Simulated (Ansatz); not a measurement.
An elastic tensor (GPa, Voigt order, standard axes) from DFT-PBEsol in the program Ansatz with PAW potentials:

|  | 1 | 2 | 3 | 4 | 5 | 6 |
|---|---|---|---|---|---|---|
| 1 | 213 | 112 | 112 | 0.0 | 0.0 | 0.0 |
| 2 | 112 | 213 | 112 | 0.0 | 0.0 | 0.0 |
| 3 | 112 | 112 | 213 | 0.0 | 0.0 | 0.0 |
| 4 | 0.0 | 0.0 | 0.0 | 47.1 | 0.0 | 0.0 |
| 5 | 0.0 | 0.0 | 0.0 | 0.0 | 47.1 | 0.0 |
| 6 | 0.0 | 0.0 | 0.0 | 0.0 | 0.0 | 47.1 |

**Question.** Which compound is it?
A. CdS, zinc blende
B. ZrN, rock salt
C. CdSe, zinc blende
D. CdO, rock salt

**Answer.** D, CdO, rock salt

Space group Fm-3m (rock salt). The PBEsol relaxation kept the symmetry of its start. The volume moved by 19 % from the start of the relaxation. As this level gives no gap, shear constants depend on the k-mesh and smearing (Fermi–Dirac, 0.1 eV here).

Potentials: the later of the program's two PAW sets.
